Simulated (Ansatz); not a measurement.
Space group Fm-3m (No. 225). a = 6.608 Å, b = 6.608 Å, c = 6.608 Å, α = 90.00°, β = 90.00°, γ = 90.00°
```json
{"atom": "Ca", "site": "4b", "symmetry": "m-3m", "x": "0.5000", "y": "0.0000", "z": "0.0000"}
{"atom": "Zn", "site": "4a", "symmetry": "m-3m", "x": "0.0000", "y": "0.0000", "z": "0.0000"}
{"atom": "Zn", "site": "8c", "symmetry": "-43m", "x": "0.2500", "y": "0.7500", "z": "0.7500"}
```

Equation of state of this CaZn₃ structure (not necessarily the ground state), with shape and atoms relaxed at each volume where symmetry leaves them free. It has no gap at any of these volumes. Method: DFT r2SCAN, scalar-relativistic, plane waves, PAW in Ansatz 0.2.0.

Settings: cutoff 500 eV, Γ-centred mesh 12×12×12 on the computed 4-atom cell, Gaussian smearing of 0.10 eV; no spin polarisation.

```
V (Å³/atom) E − E(largest V) (meV/atom) P (GPa)
     16.950                         2.44     3.94
     17.491                        -7.14     1.80
     18.032                       -10.09     0.00
     18.573                        -7.42    -1.53
     19.113                         0.00    -2.81
```

Question: Fit a third-order Birch–Murnaghan equation to E(V).

Answer: V0 = 18.03 Å³/atom, B0 = 55 GPa, B0' = 4.6.

Cost: 5 runs of about 3.2 core-minutes in all, on Arm Neoverse V2 (shared hosts).